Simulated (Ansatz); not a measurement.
GeMo2C:
Space group P6₃/mmc (No. 194); a = b = 3.1417 Å, c = 12.4290 Å, α = β = 90.00°, γ = 120.00°

```csv
atom,site,symmetry,x,y,z
Ge,2d,-6m2,0.6667,0.3333,0.2500
Mo,4f,3m.,0.3333,0.6667,0.0896
C,2a,-3m.,0.0000,0.0000,0.0000
```

Relaxed at zero pressure with r²SCAN in the plane-wave PAW code Ansatz.

**Question.** The volume is lowered by 9 % and shape and atoms relax at that volume. What pressure results, and how do the axes share the change?

**Answer.** 26.0 GPa; a -3.9 %, b -3.9 %, c -1.4 %; the energy rises by 89 meV/atom.

**Question.** Give the new structure.

**Answer.** 
Space group P6₃/mmc (No. 194); a = b = 3.0187 Å, c = 12.2507 Å, α = β = 90.00°, γ = 120.00°

| atom | site | symmetry | x | y | z |
|---|---|---|---|---|---|
| Ge | 2d | -6m2 | 0.6667 | 0.3333 | 0.2500 |
| Mo | 4f | 3m. | 0.3333 | 0.6667 | 0.0926 |
| C | 2a | -3m. | 0.0000 | 0.0000 | 0.0000 |

The phase is kept; no other phase was compared at this pressure.

Space group P6_3/mmc. The start of the workflow was typed in or built on a structure type; neither database checked (COD, Materials Project) lists it. Whether it is the stable phase at ambient conditions was not checked. The cell was relaxed with r²SCAN under the symmetry of its start; whether a distortion lowers the energy is not shown. The run is not spin-polarised.

Potentials: the earlier of the program's two PAW sets.
